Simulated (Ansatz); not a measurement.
## LaAsN$_{4}$: relaxation (Ansatz)

input.yaml:

```yaml
crystal:
  lattice:
    - [-3.629309, 3.629309, 3.236496]
    - [3.629309, -3.629309, 3.236496]
    - [3.629309, 3.629309, -3.236496]
  atoms:
    - { symbol: "N", position: [0.508, 0.327, 0.181] }
    - { symbol: "N", position: [0.077, 0.396, 0.319] }
    - { symbol: "N", position: [0.146, 0.327, 0.819] }
    - { symbol: "N", position: [0.077, 0.758, 0.681] }
    - { symbol: "N", position: [0.242, 0.923, 0.319] }
    - { symbol: "N", position: [0.673, 0.492, 0.819] }
    - { symbol: "N", position: [0.604, 0.923, 0.681] }
    - { symbol: "N", position: [0.673, 0.854, 0.181] }
    - { symbol: As, position: [0.5, 0.5, 0.0] }
    - { symbol: As, position: [0.25, 0.75, 0.5] }
    - { symbol: La, position: [0.0, 0.0, 0.0] }
    - { symbol: La, position: [0.75, 0.25, 0.5] }
  symmetry: { tolerance: 0.0003 }
kpoints:
  mp_grid: { grid: [5, 5, 5], shift: [0, 0, 0] }
magnetization:
  spin_polarized: false
scf:
  occupations: { method: fermi_dirac }
  lower_state_search: "off"
hamiltonian:
  pseudopotentials: { kind: paw }
  xc: pbe
basis:
  ecutwfc: 420
  fft_grid_basis: typed
relax:
  max_steps: 40
  f_tol: 0.03
output:
  forces: true
  stress: true
  eigenvalues: true
  bader: true
  populations: true
  elf: true
  write_potential: true
  volumetric_format: npy
  dos:
    e_range: [-12, 8]
    de: 0.05
    projected: { site_lists: { As: [As], La: [La], "N": ["N"] } }
  write_density: true
checkpoint:
  read: saved_state
```

The command:

```bash
ansatz run input.yaml --threads 2 --pin off --max-ram 3584MiB --backend cpu --events-out ev --progress --plain --runs-dir out
```

Origin of the cell: a known structure type with other elements, at an estimated volume, so it need not be a known compound.

The smearing width isn't typed, so it takes its default of 0.1 eV.

The saved state is a converged single point of the same cell.

Steps:

```tsv
step	ΔF (meV/atom)	max force component (eV/Å)	SCF iterations	step was
1	0.0	1.022	6	accepted
2	-11.3	0.368	5	accepted
3	-13.0	0.008	5	accepted
4	-13.0	0.009	4	accepted
```

Step 1, with forces in eV/Å:

```xyz
12
Lattice="-3.629 3.629 3.236 3.629 -3.629 3.236 3.629 3.629 -3.236" Properties=species:S:1:pos:R:3:forces:R:3 pbc="T T T" step=1
N     0.000    1.314    2.117    0.000    1.022   -0.540
N     2.315    0.000    0.498   -1.022    0.000   -0.540
N     3.629    2.315   -1.120    0.000   -1.022   -0.540
N     4.943    0.000    0.498    1.022    0.000   -0.540
N     3.629   -1.314    2.738    0.000   -1.022    0.540
N     2.315    3.629    1.120   -1.022    0.000    0.540
N     3.629    1.314    2.738    0.000    1.022    0.540
N     1.314    0.000    4.356    1.022    0.000    0.540
As    0.000    0.000    3.236    0.000    0.000    0.000
As    3.629    0.000    1.618    0.000    0.000    0.000
La    0.000    0.000    0.000    0.000    0.000    0.000
La    0.000    3.629    1.618    0.000    0.000    0.000
```

Step 2, with forces in eV/Å:

```xyz
12
Lattice="-3.629 3.629 3.236 3.629 -3.629 3.236 3.629 3.629 -3.236" Properties=species:S:1:pos:R:3:forces:R:3 pbc="T T T" step=2
N     0.000    1.340    2.119    0.000    0.368   -0.190
N     2.289    0.000    0.501   -0.368    0.000   -0.190
N     3.629    2.289   -1.117    0.000   -0.368   -0.190
N     4.969    0.000    0.501    0.368    0.000   -0.190
N     3.629   -1.340    2.735    0.000   -0.368    0.190
N     2.289    3.629    1.117   -0.368    0.000    0.190
N     3.629    1.340    2.735    0.000    0.368    0.190
N     1.340    0.000    4.354    0.368    0.000    0.190
As    0.000    0.000    3.236    0.000    0.000    0.000
As    3.629    0.000    1.618    0.000    0.000    0.000
La    0.000    0.000    0.000    0.000    0.000    0.000
La    0.000    3.629    1.618    0.000    0.000    0.000
```

Step 4, with forces in eV/Å:

```xyz
12
Lattice="-3.629 3.629 3.236 3.629 -3.629 3.236 3.629 3.629 -3.236" Properties=species:S:1:pos:R:3:forces:R:3 pbc="T T T" step=4
N     0.000    1.355    2.122    0.000   -0.009   -0.007
N     2.274    0.000    0.504    0.009    0.000   -0.007
N     3.629    2.274   -1.115    0.000    0.009   -0.007
N     4.985    0.000    0.504   -0.009    0.000   -0.007
N     3.629   -1.355    2.733    0.000    0.009    0.007
N     2.274    3.629    1.115    0.009    0.000    0.007
N     3.629    1.355    2.733    0.000   -0.009    0.007
N     1.355    0.000    4.351   -0.009    0.000    0.007
As    0.000    0.000    3.236    0.000    0.000    0.000
As    3.629    0.000    1.618    0.000    0.000    0.000
La    0.000    0.000    0.000    0.000    0.000    0.000
La    0.000    3.629    1.618    0.000    0.000    0.000
```

| Property | Result |
| --- | --- |
| Free energy lowered by | 13.0 meV/atom |
| Final pressure | 17.68 GPa |
| Relaxation steps listed | 4 |

Caveats: no spin, though holes on the anions or broken bonds may carry moments; no spin-orbit coupling, though heavy elements are present; the SCF threshold is looser than advised for a stress; the relaxation held the start's symmetry, so the end may be a saddle point.

The run took 85 s on 2 threads of Arm Neoverse V1 (shared host), peak memory 0.61 GiB, from a saved density.
